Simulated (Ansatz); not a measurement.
Values for one crystal, relaxed and computed with LDA (plane waves, PAW; program Ansatz); other levels are named.

| Property | Result |
|---|---|
| Volume per atom | 6.48 Å³ |
| Band gap | 1.20 eV (indirect) |
| Electron effective mass | 0.23, 0.23, 0.71 mₑ (principal values) |
| Elastic constants (relaxed ions, GPa) | C11 = 607, C12 = 21.4, C44 = 225 |
| Valence-band maximum | at Γ |
| Debye temperature from the elastic constants | 1720 K |
| Young's modulus | 542 GPa |

Problem. Which of these materials gives this?
A. Be2C, fluorite or antifluorite type
B. KMgF3, cubic perovskite
C. BN, rock salt
D. TlCl, Cmcm (Tl on 4c, Cl on 4c)

Solution. A, Be2C, fluorite or antifluorite type

Space group Fm-3m (fluorite or antifluorite type). The LDA relaxation kept the symmetry of its start; phonons on a q-mesh show no instability.

Potentials: the later of the program's two PAW sets.
